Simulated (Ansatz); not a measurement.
## Zone-centre phonons of Ti₃Al₅ at 3 GPa: input and output

Method: DFT LDA, scalar-relativistic, plane waves, PAW in Ansatz 0.2.0.

Launched with:
```bash
ansatz run input.yaml --threads 2 --pin off --max-ram 6144MiB --backend cpu --events-out ev --progress --plain --runs-dir out
```

Input (bare energies are in eV):
```yaml
crystal:
  lattice:
    - [3.8243219192, 0.0, 0.0]
    - [0.0, 3.8243219192, 0.0]
    - [0.0, 0.0, 8.124310377]
  atoms:
    - { symbol: Ti, position: [0.0, 0.0, 0.5] }
    - { symbol: Ti, position: [0.5, 0.5, 0.0] }
    - { symbol: Ti, position: [0.5, 0.5, 0.5] }
    - { symbol: Al, position: [0.0, 0.5, 0.2518263078] }
    - { symbol: Al, position: [0.0, 0.5, 0.7481736922] }
    - { symbol: Al, position: [0.5, 0.0, 0.2518263078] }
    - { symbol: Al, position: [0.5, 0.0, 0.7481736922] }
    - { symbol: Al, position: [0.0, 0.0, 0.0] }
basis:
  ecutwfc: 420
kpoints:
  mp_grid: { grid: [10, 10, 6] }
hamiltonian:
  xc: lda
scf:
  occupations: { method: fermi_dirac, width: 0.15 }
output:
  eigenvalues: true
phonons:
  method: dfpt
  eigenvectors: true
```

Results section of the output:
```
--- Phonons (Γ-DFPT): 11 representative perturbations + reference, on 144 of 600 k-points (Σ response iterations 33) ---
  k mesh reduced under 4 symmetry operations, with k and −k counted as one. Each operation leaves every solved displacement unchanged or reverses it
  ASR residual: 6.046e-3 → 0.000e0 eV/Å²; symmetrization residual: 8.008e-6 eV/Å²
  ASR residual per site (eV/Å²): 1.95e-3 6.05e-3 2.86e-3 3.31e-5 3.31e-5 3.31e-5 3.31e-5 1.00e-4
  Γ frequencies (cm⁻¹): 0.00 0.00 0.00 140.57 183.73 183.73 206.54 206.54 238.72 264.67 264.67 292.50 296.58 297.20 301.64 301.64 303.20 328.77 328.77 342.36 344.21 344.21 358.59 358.59
  non-analytic LO–TO correction: not included (Born effective charges unavailable; polar crystals: no LO–TO splitting at Γ)
```

It took 2.9 min on 2 threads of Intel(R) Xeon(R) 6975P-C (Granite Rapids) (shared host), peak memory 2.2 GiB.

In a metal, frequencies and elastic constants depend on the k mesh and the smearing, soft modes and shear constants most.